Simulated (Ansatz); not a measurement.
AlNi (CsCl type, Pm-3m) at seven volumes, DFT-LDA in the program Ansatz with PAW potentials, scaled uniformly. One row is withheld.

```json
[
 {"V (Å³/atom)": "10.337", "P (GPa)": "21.49"},
 {"V (Å³/atom)": "10.678", "P (GPa)": "?"},
 {"V (Å³/atom)": "11.019", "P (GPa)": "6.04"},
 {"V (Å³/atom)": "11.360", "P (GPa)": "0.00"},
 {"V (Å³/atom)": "11.701", "P (GPa)": "-5.15"},
 {"V (Å³/atom)": "12.041", "P (GPa)": "-9.54"},
 {"V (Å³/atom)": "12.382", "P (GPa)": "-13.27"}
]
```

Question: Fit the shown pressures and predict the withheld one.

Answer: Third-order Birch–Murnaghan: P = (3/2)B₀(x^(7/2) − x^(5/2))[1 + (3/4)(B′ − 4)(x − 1)] with x = (V₀/V)^(2/3). Least squares on the six rows gives V₀ = 11.360 Å³/atom, B₀ = 185.6 GPa, B′ = 4.33. At V = 10.678, x = 1.0421 and P = 13.14 GPa. The run itself gave 13.14 GPa.

The LDA relaxation kept the symmetry of its start. The run is not spin-polarised.

Potentials: the earlier of the program's two PAW sets. The files were generated under PBE; for other functionals the program regenerates the frozen cores, and for LDA and PBEsol the local potential too.
